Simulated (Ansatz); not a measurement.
Relaxation of a generated cell, Cu2O built in the AFLOW prototype AB2_hP6_194_c_ad (B8_2, as in InNi2); 6 atoms in the cell, which starts as P6₃/mmc (No. 194), hP6; a = b = 3.627 Å, c = 4.444 Å, α = β = 90.00°, γ = 120.00°. Computed with r2SCAN (plane waves to 500 eV, PAW, scalar-relativistic; Ansatz, a quantum-chemistry and plane-wave program). Γ-centred k-mesh 7×7×5 on the run's cell (coarser than for final values), Fermi–Dirac smearing 0.05 eV. This is the first round of the run. 

The optimiser's lines from the output (shortened; P is positive under compression):

```
relax step   1: F+E_penalty+E_count = -27655.28629569 eV  Δ(F+E_penalty+E_count) = +0.000e0 eV  max|allowed force component| = 8.789e-17 eV/Å  Δτ_max = 0.0000 Å  P = +44.471 GPa  Ω = 50.619 Å³  (12 SCF iters, dr2 threshold 1.00e-7 eV, accepted)
relax step   2: F+E_penalty+E_count = -27656.07306471 eV  Δ(F+E_penalty+E_count) = -7.868e-1 eV  max|allowed force component| = 5.705e-17 eV/Å  Δτ_max = 0.0000 Å  P = +22.088 GPa  Ω = 54.469 Å³  (10 SCF iters, dr2 threshold 6.00e-7 eV, accepted)
relax step   3: F+E_penalty+E_count = -27656.43653481 eV  Δ(F+E_penalty+E_count) = -3.635e-1 eV  max|allowed force component| = 6.939e-17 eV/Å  Δτ_max = 0.0000 Å  P = +4.705 GPa  Ω = 58.906 Å³  (12 SCF iters, dr2 threshold 6.00e-7 eV, accepted)
relax step   4: F+E_penalty+E_count = -27656.47235884 eV  Δ(F+E_penalty+E_count) = -3.582e-2 eV  max|allowed force component| = 5.243e-17 eV/Å  Δτ_max = 0.0000 Å  P = +0.494 GPa  Ω = 60.349 Å³  (10 SCF iters, dr2 threshold 6.00e-7 eV, accepted)
relax step   5: F+E_penalty+E_count = -27656.49412664 eV  Δ(F+E_penalty+E_count) = -2.177e-2 eV  max|allowed force component| = 1.249e-16 eV/Å  Δτ_max = 0.0000 Å  P = -0.466 GPa  Ω = 60.748 Å³  (9 SCF iters, dr2 threshold 6.00e-7 eV, accepted)
relax step   6: F+E_penalty+E_count = -27656.56947746 eV  Δ(F+E_penalty+E_count) = -7.535e-2 eV  max|allowed force component| = 2.621e-17 eV/Å  Δτ_max = 0.0000 Å  P = -0.581 GPa  Ω = 61.108 Å³  (9 SCF iters, dr2 threshold 6.00e-7 eV, accepted)
relax step   7: F+E_penalty+E_count = -27656.64194320 eV  Δ(F+E_penalty+E_count) = -7.247e-2 eV  max|allowed force component| = 6.014e-17 eV/Å  Δτ_max = 0.0000 Å  P = +0.699 GPa  Ω = 61.115 Å³  (10 SCF iters, dr2 threshold 6.00e-7 eV, accepted)
relax step   8: F+E_penalty+E_count = -27656.68716751 eV  Δ(F+E_penalty+E_count) = -4.522e-2 eV  max|allowed force component| = 1.272e-16 eV/Å  Δτ_max = 0.0000 Å  P = +0.002 GPa  Ω = 61.826 Å³  (10 SCF iters, dr2 threshold 6.00e-7 eV, accepted)
relax step   9: F+E_penalty+E_count = -27656.69549643 eV  Δ(F+E_penalty+E_count) = -8.329e-3 eV  max|allowed force component| = 1.527e-16 eV/Å  Δτ_max = 0.0000 Å  P = -0.147 GPa  Ω = 62.084 Å³  (9 SCF iters, dr2 threshold 6.00e-7 eV, accepted)
relax step  10: F+E_penalty+E_count = -27656.69561905 eV  Δ(F+E_penalty+E_count) = -1.226e-4 eV  max|allowed force component| = 5.860e-17 eV/Å  Δτ_max = 0.0000 Å  P = +0.006 GPa  Ω = 62.023 Å³  (5 SCF iters, dr2 threshold 1.04e-7 eV, accepted)
relax step  11: F+E_penalty+E_count = -27656.77928014 eV  Δ(F+E_penalty+E_count) = -8.366e-2 eV  max|allowed force component| = 8.635e-17 eV/Å  Δτ_max = 0.0000 Å  P = +1.511 GPa  Ω = 62.023 Å³  stress off target by 4.12e0 GPa  SCF on the basis re-selected at this cell (its energy is not comparable with the rows above)  (14 SCF iters)
relax step  12: F+E_penalty+E_count = -27656.82072754 eV  Δ(F+E_penalty+E_count) = -4.145e-2 eV  max|allowed force component| = 1.804e-16 eV/Å  Δτ_max = 0.0000 Å  P = +1.312 GPa  Ω = 62.663 Å³  (9 SCF iters, dr2 threshold 6.00e-7 eV, accepted)
relax step  13: F+E_penalty+E_count = -27656.86135960 eV  Δ(F+E_penalty+E_count) = -4.063e-2 eV  max|allowed force component| = 8.018e-17 eV/Å  Δτ_max = 0.0000 Å  P = +0.800 GPa  Ω = 63.623 Å³  (9 SCF iters, dr2 threshold 6.00e-7 eV, accepted)
relax step  14: F+E_penalty+E_count = -27656.88400733 eV  Δ(F+E_penalty+E_count) = -2.265e-2 eV  max|allowed force component| = 1.665e-16 eV/Å  Δτ_max = 0.0000 Å  P = +0.616 GPa  Ω = 64.501 Å³  (9 SCF iters, dr2 threshold 6.00e-7 eV, accepted)
relax step  15: F+E_penalty+E_count = -27656.88763679 eV  Δ(F+E_penalty+E_count) = -3.629e-3 eV  max|allowed force component| = 3.331e-16 eV/Å  Δτ_max = 0.0000 Å  P = -0.191 GPa  Ω = 65.281 Å³  (9 SCF iters, dr2 threshold 6.00e-7 eV, accepted)
relax step  16: F+E_penalty+E_count = -27656.88784252 eV  Δ(F+E_penalty+E_count) = -2.057e-4 eV  max|allowed force component| = 1.203e-16 eV/Å  Δτ_max = 0.0000 Å  P = +0.022 GPa  Ω = 65.275 Å³  (7 SCF iters, dr2 threshold 2.10e-7 eV, accepted)
relax step  17: F+E_penalty+E_count = -27656.88782500 eV  Δ(F+E_penalty+E_count) = +1.752e-5 eV  max|allowed force component| = 2.375e-16 eV/Å  Δτ_max = 0.0000 Å  P = +0.001 GPa  Ω = 65.289 Å³  (8 SCF iters, dr2 threshold 1.47e-9 eV, accepted)
relax step  18: F+E_penalty+E_count = -27656.89720888 eV  Δ(F+E_penalty+E_count) = -9.384e-3 eV  max|allowed force component| = 2.035e-16 eV/Å  Δτ_max = 0.0000 Å  P = +0.046 GPa  Ω = 65.289 Å³  stress off target by 2.20e-1 GPa  SCF on the basis re-selected at this cell (its energy is not comparable with the rows above)  (13 SCF iters)
relax step  19: F+E_penalty+E_count = -27656.89732878 eV  Δ(F+E_penalty+E_count) = -1.199e-4 eV  max|allowed force component| = 1.573e-16 eV/Å  Δτ_max = 0.0000 Å  P = +0.011 GPa  Ω = 65.415 Å³  (8 SCF iters, dr2 threshold 1.21e-7 eV, accepted)
relax step  20: F+E_penalty+E_count = -27656.89730849 eV  Δ(F+E_penalty+E_count) = +2.029e-5 eV  max|allowed force component| = 1.665e-16 eV/Å  Δτ_max = 0.0000 Å  P = +0.001 GPa  Ω = 65.440 Å³  (9 SCF iters, dr2 threshold 3.56e-9 eV, accepted)
relax step  21: F+E_penalty+E_count = -27656.89746372 eV  Δ(F+E_penalty+E_count) = -1.552e-4 eV  max|allowed force component| = 1.480e-16 eV/Å  Δτ_max = 0.0000 Å  P = +0.001 GPa  Ω = 65.440 Å³  stress off target by 6.12e-3 GPa  SCF on the basis re-selected at this cell (its energy is not comparable with the rows above)  (8 SCF iters)
```

From the first to the last row the energy changes by -0.27 eV/atom and the volume by +29.3 %. The last row is marked as not comparable with the walk above it, whose basis was carried along; it does compare with step 1, since both stand on a basis selected at the nominal cutoff for their own cell.

Energy and pressure jump between steps 10 and 11 at one geometry, where the plane-wave basis was selected anew. While the cell walks, the set of plane waves is carried along, so its effective cutoff drifts with the strain; re-selecting it at 500 eV moved the energy by -0.014 eV/atom and the pressure by 1.5 GPa. Only step 1 and rows on a re-selected basis compare with each other.

Later rounds, restarted from the end of this one on a renewed k-mesh, logged 4 more steps and released under 0.01 eV/atom more. The final structure after all rounds: P6₃/mmc (No. 194), hP6; a = 3.4220 Å, b = 3.4220 Å, c = 6.4530 Å, α = 90.00°, β = 90.00°, γ = 120.00°. Between re-selections the logged energies stand on a plane-wave basis carried along with the cell. No spin polarisation in the result. No Hubbard U is applied.

The run could not lose the symmetry of its start, so the end can be a saddle point.

All atoms sit on sites fixed by symmetry, so only the cell could relax.

The relaxed structure here is a generated cell of Cu2O: the first start was made by placing the elements on the sites of a structure type, and the end was not matched to a known phase here, so it may be hypothetical. Known forms of Cu2O include space group No. 224.
